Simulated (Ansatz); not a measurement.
A generated cell, not matched to a known phase here, of WSe2: P4₂/mnm (No. 136), tP6, rutile type; a = 6.2064 Å, b = 6.2064 Å, c = 3.3844 Å, α = 90.00°, β = 90.00°, γ = 90.00°; W 2a (0.000, 0.000, 0.000); Se 4g (0.214, 0.214, 0.500). These are PBE (plane waves to 420 eV, PAW, scalar-relativistic; Ansatz, a program for electronic structure) values and carry that method's errors. Element references, the lowest calculated here: W (Im-3m), Se (P3₁21).

Question: What formation energy of this P4₂/mnm form of WSe2 from the elements does PBE give?

Answer: -0.07 eV/atom.

A lower structure of this composition may exist. Known forms of WSe2 include space group No. 194.

Static energies, no anion corrections, no zero-point energy. Values are rounded to 0.01 eV/atom. Not shown to be the ambient phase of their composition (a lower form may be missing, and a cell relaxed within its start's symmetry can be a saddle point): WSe2 (P4₂/mnm). Spin-orbit coupling is missing from these energies, which matters for elements this heavy. The compounds carry no spin polarisation.
